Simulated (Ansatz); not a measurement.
## Na: do energies and stresses tell the same story?

These are results of DFT PBEsol, scalar-relativistic, plane waves, PAW (Ansatz), not measurements.

Plane waves to 420 eV, a k mesh through Γ of 14×14×14 on the computed 1-atom cell and Gaussian smearing (0.10 eV); no spin polarisation.

Relaxed cell: Im-3m, a = 4.169 Å, b = 4.169 Å, c = 4.169 Å, α = 90.00°, β = 90.00°, γ = 90.00°, 1 atom in the primitive cell.

Energies at zero smearing and pressures from the stress tensor, at volumes with shape and atoms relaxed:
| V (Å³/atom) | E − E(first) (meV/atom) | P (GPa) |
| --- | --- | --- |
| 31.886 | 0.00 | 1.291 |
| 32.973 | -7.38 | 0.898 |
| 34.060 | -12.28 | 0.559 |
| 35.147 | -15.04 | 0.266 |
| 36.234 | -15.94 | 0.011 |
| 37.321 | -15.23 | -0.211 |
| 38.408 | -13.11 | -0.404 |
| 39.857 | -8.42 | -0.624 |

Problem. Check P = −dE/dV between neighbouring volumes, and get the bulk modulus from the pressures alone.

Solution. With 1 eV/Å³ = 160.2 GPa:
```
middle V (Å³/atom)  −ΔE/ΔV (GPa) mean P (GPa)
            32.430         1.088         1.095
            33.517         0.723         0.729
            34.604         0.407         0.412
            35.691         0.133         0.138
            36.778        -0.105        -0.100
            37.865        -0.312        -0.308
            39.133        -0.519        -0.514
```

The two differ by 0.007 GPa at most. The mean of two end pressures misses the average over a step by about ΔV² P″/12, up to 0.005 GPa here; with that taken off 0.002 GPa remains. Around V = 36.234 Å³/atom, the two neighbours give B = −V ΔP/ΔV = 36.234 × 0.477 / 2.174 = 7.9 GPa, against B0 = 7.9 GPa from the Birch–Murnaghan fit of the energies.

Cost: 9 runs of about 0.56 core-minutes in all, on Arm Neoverse V1 (shared hosts).